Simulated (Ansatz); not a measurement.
The cell is CsPbCl3 built on the cubic perovskite prototype; cell and atoms were relaxed with r2SCAN. Space group Pm-3m (No. 221), cubic; conventional cell a = 5.677 Å, 36.59 Å³ an atom. Cs has 12 Cl at 4.01 Å; Pb has 6 Cl at 2.84 Å; Cl has 2 Pb at 2.84 Å and 4 Cs at 4.01 Å.

```
CELL_PARAMETERS angstrom
5.67707 0.00000 0.00000
0.00000 5.67707 0.00000
0.00000 0.00000 5.67707
ATOMIC_POSITIONS crystal
Cs 0.00000 0.00000 0.00000
Pb 0.50000 0.50000 0.50000
Cl 0.50000 0.50000 0.00000
Cl 0.50000 0.00000 0.50000
Cl 0.00000 0.50000 0.50000
```

3 runs of the plane-wave code Ansatz on this cell differ in the functional (and in the settings that go with it). Levels are in eV from each run's valence top; v1 is the last filled band, c1 the first empty one.

Run A, mean stress +0.3 GPa (compression positive):

| point | v5 | v3 | v1 | c1 | c2 | c3 |
| --- | --- | --- | --- | --- | --- | --- |
| Γ | -3.02 | -2.90 | -2.90 | 5.02 | 6.06 | 6.06 |
| X | -3.12 | -3.01 | -1.87 | 4.59 | 6.41 | 6.98 |
| M | -3.20 | -3.07 | -0.90 | 4.09 | 4.09 | 6.65 |

Run B, mean stress +0.8 GPa (compression positive):

| point | v5 | v3 | v1 | c1 | c2 | c3 |
| --- | --- | --- | --- | --- | --- | --- |
| Γ | -2.35 | -2.26 | -2.26 | 3.53 | 4.54 | 4.54 |
| X | -2.44 | -2.35 | -1.55 | 3.09 | 4.85 | 5.37 |
| M | -2.52 | -2.51 | -0.75 | 2.63 | 2.63 | 4.99 |

Run C, mean stress 0.0 GPa (compression positive):

| point | v5 | v3 | v1 | c1 | c2 | c3 |
| --- | --- | --- | --- | --- | --- | --- |
| Γ | -2.54 | -2.44 | -2.44 | 4.00 | 4.89 | 4.89 |
| X | -2.63 | -2.54 | -1.64 | 3.49 | 5.32 | 5.78 |
| M | -2.71 | -2.69 | -0.79 | 3.02 | 3.02 | 5.38 |

Q: Match the runs to PBE, r2SCAN, DDH-PBE0.

A: A is DDH-PBE0, B is PBE, C is r2SCAN. In order of the gap: PBE 2.09, r2SCAN 2.46, DDH-PBE0 3.52 eV. The stress vanishes for r2SCAN, which relaxed the cell.

The values are computed, spin-unpolarised, and not measurements.

Spin-orbit coupling is left out; in compounds of Pb, Bi, Tl or Hg it can lower a gap by up to about 1 eV, split its edges or invert the bands.

The program warns that its thresholds are loose for a hybrid's stress.

The meshes of the hybrids are coarse, so their gaps aren't converged to the digits shown.
